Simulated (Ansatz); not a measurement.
MgC₈:
```
MgC8
1.0
    5.01712     0.00000     0.00000
   -2.50856     4.34496     0.00000
    0.00000     0.00000     3.67869
C Mg
8 1
Direct
  0.16886   0.33771   0.00000
  0.16886   0.83114   0.00000
  0.66667   0.33333   0.00000
  0.66229   0.83114   0.00000
  0.33771   0.16886   0.00000
  0.33333   0.66667   0.00000
  0.83114   0.16886   0.00000
  0.83114   0.66229   0.00000
  0.00000   0.00000   0.50000
```

Relaxed with PBE+D3(BJ). Special points in fractions of this cell's reciprocal vectors: Γ (0.000, 0.000, 0.000); M (0.500, 0.000, 0.000); K (0.333, 0.333, 0.000); A (0.000, 0.000, 0.500); L (0.500, 0.000, 0.500); H (0.333, 0.333, 0.500).

Task: List the band energies nearest the Fermi level at these points for PBE+D3(BJ) in the plane-wave PAW code Ansatz.

Result: In eV from the Fermi level; about four levels below and three above (degenerate sets whole), none deeper than 8.9 eV; points with the same levels are listed once.

```csv
k,below,above
Γ,-4.25 -4.25 -3.26 -0.11,0.14 0.20 0.20
M,-6.49 -6.48 -4.51 -3.88,1.00 1.14 1.15
K,-6.44 -6.44 -1.62 -1.62,1.42 2.75 2.75
A,-4.19 -1.34 -1.31 -1.31,5.05 5.05 5.18
L,-6.45 -5.76 -5.07 -0.08,0.28 4.36 4.58
H,-7.78 -7.78 -7.70 -2.66 -2.66,3.62 3.62 3.77
```

Space group P6/mmm. The cell is a constructed one: a structure type filled with these elements; neither database checked (COD, Materials Project) lists it. Whether it is the stable phase at ambient conditions was not checked. The PBE+D3(BJ) relaxation kept the symmetry of its start; its stability against distortions is not shown here.

Potentials: the later of the program's two PAW sets.
